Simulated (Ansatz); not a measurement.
# BRh, first-principles data

BRh:
```yaml
crystal:
  lattice:
    - [3.35938, 0.00000, 0.00000]
    - [-1.67969, 2.90931, 0.00000]
    - [0.00000, 0.00000, 4.13274]
  atoms:
    - { symbol: B, position: [0.00000, 0.00000, 0.00000] }
    - { symbol: B, position: [0.00000, 0.00000, 0.50000] }
    - { symbol: Rh, position: [0.66667, 0.33333, 0.75000] }
    - { symbol: Rh, position: [0.33333, 0.66667, 0.25000] }
```

Space group P6_3/mmc (No. 194), NiAs type; conventional cell a = b = 3.3594 Å, c = 4.1327 Å, α = β = 90.00°, γ = 120.00°.

Method: the program Ansatz at the r²SCAN level (PAW). The cell and atoms are relaxed at this level. Other levels are named where they apply.

### Cell and energy

| Item | Value |
|---|---|
| Volume per atom | 10.10 Å³ |
| Density | 9.35 g/cm³ |
| Formation energy from the elements (no fitted shifts) | -0.44 eV/atom |

### Electronic structure

| Item | Value |
|---|---|
| Electronic character | metallic (no gap) |
| Density of states at the Fermi level | 0.13 states/eV per atom (mean over ±0.08 eV) |
| Gap with spin–orbit coupling | none (metallic) |
| Z2 indices of the occupied bands with spin–orbit coupling | 1;(000) |

### Mechanics

| Property | Result |
|---|---|
| Bulk modulus (Birch–Murnaghan fit) | 291 GPa |
| Pressure derivative B′ | 4.4 |
| Elastic constants (relaxed ions, GPa) | C11 = 457, C12 = 218, C13 = 250, C33 = 327, C44 = 162 |
| Mechanical stability | stable (all eigenvalues of C positive) |
| Hill bulk and shear moduli | 294 and 114 GPa |
| Young's modulus | 303 GPa |
| Poisson's ratio | 0.33 |
| Debye temperature from the elastic constants | 540 K |

### Phonons

| Item | Value |
|---|---|
| Highest zone-centre frequency | 566 cm^-1 |
| Zone-centre stability | no imaginary mode at Γ |

### Charges

| Property | Result |
|---|---|
| Bader charges | B +0.09, Rh -0.09 e |

The workflow started from a Materials Project entry (that database holds measured and hypothetical structures alike); the Crystallography Open Database copy checked does not list it. Its standing as an ambient phase is unchecked. The cell was relaxed with r²SCAN under the symmetry of its start. No spin polarisation was allowed. As this level gives no gap, shear constants depend on the k-mesh and smearing (Fermi–Dirac, 0.1 eV here). As this level gives no gap, phonon frequencies hold no LO–TO term and depend on the k-mesh and smearing (Fermi–Dirac, 0.1 eV here). The references are the lowest solids computed at this level, not always the standard phases. Spin–orbit coupling is left out wherever it is not named.

Potentials: the later of the program's two PAW sets.
